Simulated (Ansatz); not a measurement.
All numbers below come from DFT PBE, scalar-relativistic, plane waves, PAW, and for the lanthanide a 4f-in-core norm-conserving potential (Ansatz 0.2.0). Settings of the last relaxation (2-atom cell): 690 eV, 16×16×14 k points, Gaussian smearing of 0.10 eV, no spin polarisation.

Formation energies are uncorrected and refer to the elements' standard structures at the same level (F₂ as a molecule).

Question: Suggest a trial structure for a tetragonal metal with formula TmF, with a formation energy near −2.32 eV/atom and about 25 Å³ per atom, in a cell of 2 atoms.

Answer: TmF, space group P4/mmm (No. 123). Around Tm lie 2 F at 2.12 Å; F has 2 Tm at 2.12 Å.

```cif
data_structure
_symmetry_space_group_name_H-M 'P4/mmm'
_symmetry_Int_Tables_number 123
_cell_length_a 3.4356
_cell_length_b 3.4356
_cell_length_c 4.2363
_cell_angle_alpha 90.000
_cell_angle_beta 90.000
_cell_angle_gamma 90.000
_cell_volume 50.00
loop_
_atom_site_label
_atom_site_type_symbol
_atom_site_symmetry_multiplicity
_atom_site_Wyckoff_symbol
_atom_site_fract_x
_atom_site_fract_y
_atom_site_fract_z
_atom_site_occupancy
Tm1 Tm 1 d 0.50000 0.50000 0.50000 1
F1 F 1 c 0.50000 0.50000 0.00000 1
```

| Quantity | Value |
| --- | --- |
| Volume per atom | 25.00 Å³ |
| Density | 6.24 g/cm³ |
| Formation energy | −2.32 eV/atom |
| Gap on the 16×16×14 mesh of the 2-atom cell | 0 eV (a metal) |

It was reached by relaxing an invented guess, and it needn't be the stable form of this composition. Other answers may fit too; this one was computed.

Symmetry constrained the relaxation, so the result can be a saddle point.

The lanthanide is trivalent by construction, without f bands, f moments or other valences. The reference runs of the other elements, and any phases without the lanthanide, used 420 eV, which shifts energies against them by under 10 meV/atom. The lanthanide's reference is the lowest of its hcp, dhcp and fcc cells.
